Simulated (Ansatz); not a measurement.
Cell and atoms are relaxed with the symmetry kept. Start:

```yaml
crystal:
  lattice:
    - [3.76700, 0.00000, 0.00000]
    - [-1.88350, 3.26232, 0.00000]
    - [0.00000, 0.00000, 6.15400]
  atoms:
    - { symbol: Na, position: [0.33333, 0.66667, 0.25000] }
    - { symbol: Na, position: [0.66667, 0.33333, 0.75000] }
```

Level of theory: Ansatz 0.2.0, DFT r2SCAN, scalar-relativistic, plane waves, PAW.

Cutoff 500 eV; k points 15×15×8 on the computed 2-atom cell (Γ-centred); Gaussian smearing, width 0.10 eV; no spin polarisation.

**Question.** What does it relax to?

**Answer.** The volume stays the same within 0.01 Å³/atom to 37.81 Å³/atom, and the energy changes by under 0.1 meV/atom. Final structure:
```
Na
1.0
     3.76700    0.00000    0.00000
    -1.88350    3.26232    0.00000
     0.00000    0.00000    6.15400
Na
2
Cartesian
  0.0000 2.1749 1.5385
  1.8835 1.0874 4.6155
```

This form isn't the element's structure at ambient conditions.